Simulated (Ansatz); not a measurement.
Property card for Al

Al:
```xyz
1
Lattice="-1.6066 1.6066 1.6066 1.6066 -1.6066 1.6066 1.6066 1.6066 -1.6066" Properties=species:S:1:pos:R:3 pbc="T T T"
Al     0.0000     0.0000     0.0000
```

Space group Im-3m (No. 229), bcc (W type); conventional cell a = b = c = 3.213 Å, α = β = γ = 90.00°.

Method: PBEsol (plane waves, PAW; program Ansatz). Structure relaxed to zero pressure with the same functional. Other levels are named where they apply.

Cell and energy:

- Volume per atom = 16.59 Å³
- Density = 2.70 g/cm³

Electronic structure:

Electronic character: metallic (no gap)
Density of states at the Fermi level: 0.42 states/eV per atom (mean over ±0.08 eV)

Mechanics:

- Bulk modulus (Birch–Murnaghan fit): 73.4 GPa
- Pressure derivative B′: 4.0
- Elastic constants (relaxed ions, GPa): C11 = 50.3, C12 = 84.1, C44 = 45.2
- Mechanical stability: unstable (C has a negative eigenvalue)

Phonons:

Dynamical stability on the path: unstable, down to 110i cm⁻¹

The workflow started from a Materials Project entry (that database holds measured and hypothetical structures alike); the Crystallography Open Database copy checked does not list it. It is not the phase usual at ambient conditions (space group No. 225). Symmetry was held in the PBEsol relaxation. As this level gives no gap, shear constants depend on the k-mesh and smearing (Fermi–Dirac, 0.1 eV here). As this level gives no gap, phonon frequencies hold no LO–TO term and depend on the k-mesh and smearing (Fermi–Dirac, 0.1 eV here).

Potentials: the earlier of the program's two PAW sets.
